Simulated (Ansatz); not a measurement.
**SiO2: Electric field gradients**

The cell is an entry of the Crystallography Open Database (COD) whose atoms were relaxed with PBE, the cell held.

Space group P4_12_12 (No. 92); a = 4.9727, c = 6.9257 Å.

| site | Wyckoff | site symmetry | x | y | z |
| --- | --- | --- | --- | --- | --- |
| Si | 4a | ..2 | 0.3055 | 0.3055 | 0.0000 |
| O | 8b | 1 | 0.2365 | 0.1167 | 0.1852 |

One atom of each set is listed.

Level of theory: DFT, r2SCAN, plane waves and PAW, scalar-relativistic, 500 eV cutoff, Γ-centred 6×6×5 k-points, Fermi–Dirac smearing 0.02 eV (Ansatz 0.2.0).

V_zz is the principal component of the electric field gradient with the largest magnitude, η = (V_xx − V_yy)/V_zz and C_Q = eQV_zz/h.

¹⁷O: I = 5/2, Q = -25.58 mb. Quadrupole moments are those of Pyykkö's year-2017 table.

(1) Which values are expected at the nuclei?

Results:

(1) 

```
site  atoms                      first shell  V_zz (10²¹ V/m²)     η  C_Q (MHz)
  Si      4               4 O at 1.62–1.63 Å             -0.40  0.84          –
   O      8  2 Si at 1.62–1.63 Å, angle 143°              9.33  0.19      -5.77
```

At O V_zz runs parallel to the line that joins its two neighbours (within 1°).

Si has no stable isotope with a ground-state quadrupole moment in the table, so no C_Q is given.

The largest force is 0.3 eV/Å, so the atoms aren't at the calculated equilibrium and relaxing them would move these values.
